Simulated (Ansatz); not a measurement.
**SiO2 — ¹⁷O NMR of the central transition**

Cell: a COD entry whose atoms were relaxed with PBE, the cell held.

Space group P4_12_12 (No. 92); a = 4.9790, c = 6.9500 Å.

```
site  Wyckoff  site symmetry       x       y       z
  Si       4a            ..2  0.3044  0.3044  0.0000
   O       8b              1  0.2371  0.1148  0.1843
```

One atom of each set is listed.

Computed with Ansatz: DFT, PBE, plane waves and PAW, scalar-relativistic, 420 eV cutoff, Γ-centred 5×5×4 k-points, Fermi–Dirac smearing 0.02 eV.

¹⁷O has I = 5/2 and Q = -25.58 mb (Pyykkö 2018); at 7.05 T its Larmor frequency is ν₀ = 40.7 MHz. Only the quadrupole interaction is simulated: positions count from each site's isotropic chemical shift, and shift anisotropy, dipolar and J coupling are left out.

**Question.** Simulate the second-order pattern (static powder, Gaussian broadening 0.8 kHz) of site O (2 Si at 1.62–1.63 Å, angle 143°).

**Answer.** The calculation gives C_Q = -5.87 MHz and η = 0.19, so ν_Q = 0.880 MHz and the centre of gravity lies at -126 ppm (-5.13 kHz).

(offset (kHz), height): (-21.99, 0), (-20.87, 2), (-19.75, 39), (-18.63, 54), (-17.52, 59), (-16.40, 65), (-15.28, 74), (-14.17, 98), (-13.05, 91), (-11.93, 70), (-10.82, 62), (-9.70, 57), (-8.58, 54), (-7.46, 51), (-6.35, 50), (-5.23, 49), (-4.11, 48), (-3.00, 47), (-1.88, 47), (-0.76, 47), (0.36, 40), (1.47, 38), (2.59, 40), (3.71, 43), (4.82, 47), (5.94, 54), (7.06, 68), (8.17, 100), (9.29, 72), (10.41, 41), (11.53, 2), (12.64, 0)

At O V_zz runs parallel to the line that joins its two neighbours (within 1°).
